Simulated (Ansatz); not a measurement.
## Relaxing a structure of TiTe$_{2}$

The start is a generated cell, TiTe2 placed in the AFLOW prototype A2B_tP6_129_ac_c (C38, as in Cu2Sb). The structure is fully relaxed (lattice and positions, P = 0) with r2SCAN (plane waves to 500 eV, PAW, scalar-relativistic; Ansatz, an electronic-structure program). The first steps use a coarse 5×5×3 k-mesh.

Starting cell:
```yaml
crystal:
  lattice:
    - [4.77094, 0.00000, 0.00000]
    - [0.00000, 4.77094, 0.00000]
    - [0.00000, 0.00000, 7.27972]
  atoms:
    - { symbol: Te, position: [0.00000, 0.00000, 0.00000] }
    - { symbol: Te, position: [0.50000, 0.50000, 0.00000] }
    - { symbol: Te, position: [0.50000, 0.00000, 0.27000] }
    - { symbol: Te, position: [0.00000, 0.50000, 0.73000] }
    - { symbol: Ti, position: [0.50000, 0.00000, 0.70000] }
    - { symbol: Ti, position: [0.00000, 0.50000, 0.30000] }
```

- Initial pressure = -3.0 GPa (negative: the cell is under tension)
- Largest initial force = 3.92 eV/Å, on Te3, Te4 (atoms numbered as listed)
- Outcome = The space group stays P4/nmm (No. 129) (the run could not lower it), with 6 atoms in the primitive cell
- Energy released = 0.77 eV/atom
- Shortest distances (start → end) = The closest pairs of elements (up to four, under 3.6 Å), start → end: Te–Ti 3.13 → 2.84 Å; Te–Te 3.09 → 3.20 Å
- Band gap at the end = no clear gap: the sampled points leave 0.16 eV away from the symmetry points, which may be a band crossing missed between them
- Optimiser moves = 11

The end point of the relaxation:

Space group P4/nmm, origin choice 1 (No. 129); a = b = 4.532 Å, c = 7.391 Å, α = β = γ = 90.00°

```
atom  site  symmetry       x       y       z
----  ----  --------  ------  ------  ------
Te      2a      -4m2  0.0000  0.0000  0.0000
Te      2c       4mm  0.5000  0.0000  0.3806
Ti      2c       4mm  0.0000  0.5000  0.2356
```

Final values are on a 10×10×7 k-mesh of the relaxed cell. No spin polarisation in the result. Without spin-orbit coupling the bands of the heavy element are not split, so the gap can be far off.

The run could not lose the symmetry of its start, so the end can be a saddle point.

The relaxed structure here is a generated cell of TiTe2: the first start was made by placing the elements on the sites of a structure type, and the end was not matched to a known phase here, so it may be hypothetical. Known forms of TiTe2 include space group No. 164.
